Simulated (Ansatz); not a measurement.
A: BiPd (NiAs type), a = b = 4.2671 Å, c = 5.7424 Å, α = β = 90.00°, γ = 120.00°
B: TaSiAs (space group P4/nmm), a = b = 3.5017 Å, c = 7.8716 Å, α = β = γ = 90.00°
C: Re (hcp, Mg type), a = b = 2.7579 Å, c = 4.4628 Å, α = β = 90.00°, γ = 120.00°

Scan: energy against volume (even scaling of the relaxed cell, symmetry kept). All come from one method, each on a k mesh of its own. All were relaxed with their symmetry unable to fall. BiPd is run without spin polarisation. Re is run without spin polarisation. Spin-orbit coupling is left out. TaSiAs is run without spin polarisation.

Put the candidates in order of bulk modulus at fixed cell shape (fitted), lowest first, for r2SCAN (plane waves to 500 eV, PAW, scalar-relativistic; Ansatz, an electronic-structure program).

A (98.8 GPa), B (167 GPa), C (387 GPa)

(A scan under strain: stresses follow from slopes of the energy per volume, elastic moduli from its curvatures.)
